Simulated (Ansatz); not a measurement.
Given:

SiC:
```
CELL_PARAMETERS angstrom
      2.61943     0.00000     0.00000
      0.00000     2.61943     0.00000
      0.00000     0.00000     2.61943
ATOMIC_POSITIONS crystal
  Si 0.00000 0.00000 0.00000
  C  0.50000 0.50000 0.50000
```

This is the r²SCAN-relaxed structure.

### Question
All from r²SCAN in the plane-wave PAW code Ansatz, unless another level is named. Estimate the bulk modulus (Birch–Murnaghan fit).

### Answer
187 GPa.

### Question
Give the elastic constants (relaxed ions, GPa).

### Answer
C11 = 268, C12 = 145, C44 = -76.0.

Space group Pm-3m (CsCl type). A made-up cell: these elements were put on the sites of a structure type; neither database checked (COD, Materials Project) lists it. It is not the phase usual at ambient conditions (space group No. 186, 216). Symmetry was held in the r²SCAN relaxation. At this level the phase is mechanically unstable. As this level gives no gap, shear constants depend on the k-mesh and smearing (Fermi–Dirac, 0.1 eV here).

Potentials: the earlier of the program's two PAW sets.
